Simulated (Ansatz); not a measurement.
FePt

Method: PBE with spin–orbit coupling; two-component spinors; PAW, 420 eV, 12×12×10 k-mesh, Gaussian smearing of 0.05 eV; code Ansatz; PAW files: Ansatz's generated set soft_2.

```
Fe Pt
1.0
     2.72609    0.00000    0.00000
     0.00000    2.72609    0.00000
     0.00000    0.00000    3.76299
Fe Pt
1 1
Cartesian
  1.3630 1.3630 1.8815
  0.0000 0.0000 0.0000
```

The chain of runs began from a cell as deposited in COD, expanded in volume.

Magnetic state: ferromagnetic, site spin moments Fe 2.80; Pt 0.35 μB, along [001] (Cartesian), which lowers the symmetry.

The run above is the reference. The same cell was run again with other input settings; several of them aren't fit for production, so the rows show the settings' effect and aren't properties of the material.

```tsv
keys changed	outcome	ΔE (meV/atom)	P (GPa)	gap on the mesh (eV)	cell moment (μB)	largest force component (eV/Å)	SCF iterations	rough core-seconds	new warnings
none (reference)	converged	0.0	0.0	metal	3.27	0.000	–	–	–
kpoints.mp_grid.shift: [0.5, 0.5, 0.5]; basis.ecutrho_ratio: 4 → 12	converged	-4.6	0.0	metal	3.28	0.000	14	60	–
kpoints.mp_grid.grid: [12, 12, 10] → [6, 6, 5]	converged	-7.0	-1.0	metal	3.19	0.000	14	23	–
basis.ecutwfc: 420 → "400 eV"	converged	0.6	0.0	metal	3.27	0.000	15	90	cutoff below recommended
basis.xc_grid: 3; hamiltonian.hubbard: {"sites": [{"species": "Pt", "l": "d", "u_eff": 2.0}], "double_counting": "amf"}; hamiltonian.xc: "pbe" → "pbesol"	converged	–	-9.2	metal	3.25	0.000	14	110	filled band counts differ across k points
accuracy: "low"; kpoints.mp_grid.shift: [0.5, 0.5, 0.5]	converged	-4.6	0.0	metal	3.28	0.000	14	50	–
scf.convergence.dr2_threshold: 1e-09	converged	0.0	0.0	metal	3.27	0.000	17	80	–
```

ΔE is the energy with the smearing extrapolated to zero. It is left out where the change alters the Hamiltonian or the spin treatment. The varied runs start from atomic densities (corrected by the program's trained start where that serves), with the default search for lower states unless a row changes it, while the reference went on from a saved state, so a magnet may end in another state whatever the setting.

(1) What happens with these changes: hamiltonian.hubbard: {"sites": [{"species": "Fe", "l": "d", "u_eff": 8.0}], "double_counting": "fll"}?

Answer:

(1) outcome converged, P (GPa) 26.2, gap on the mesh (eV) metal, cell moment (μB) 3.78, largest force component (eV/Å) 0.000, SCF iterations 19, rough core-seconds 150, new warnings filled band counts differ across k points.

2 further runs (cut off, refused for memory, with changed atoms or starts, or in doubt) are left out.

Of the reference: Site moments are of spin, integrated over Gaussian weights of 0.5 Å, which gives about a tenth less on f atoms than spheres do. No antiparallel order was tried.
